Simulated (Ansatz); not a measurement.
Values for one crystal, relaxed and computed with r²SCAN+D4 (plane waves, PAW; program Ansatz); other levels are named.

| Quantity | Value |
|---|---|
| Volume per atom | 33.21 Å³ |
| Band gap | 1.36 eV (indirect) |
| Hole effective mass | 1.1, 1.6, 4.4 mₑ (principal values) |
| Formation energy from the elements (no fitted shifts) | -0.19 eV/atom |
| Conduction-band minimum | off the standard path, at k = (-0.026, 0.000, 0.479) |
| Smallest direct gap on the standard path | 1.39 eV |
| Electron effective mass | 0.41, 1.6, 3.2 mₑ (principal values) |

### Question
Which compound is it?
(A) HgI2, Cmc2_1 (Hg on 4a, I on 4a, I on 4a)
(B) CuI, P6_422 (Cu on 3d, I on 3c)
(C) PtI2, P2_1/c (Pt on 4e, I on 4e, I on 4e)
(D) MgI2, CdI2 type

### Answer
C, PtI2, P2_1/c (Pt on 4e, I on 4e, I on 4e)

The first step of the workflow began from a Materials Project structure, measured or hypothetical; the Crystallography Open Database copy checked does not list it. Whether it is the stable phase at ambient conditions was not checked. The r²SCAN+D4 relaxation kept the symmetry of its start; whether a distortion lowers the energy is not shown. No spin polarisation was allowed. The references are the lowest solids computed at this level, not always the standard phases. Scalar-relativistic: spin–orbit coupling is off unless named, which matters more the heavier the elements.

Potentials: the later of the program's two PAW sets.
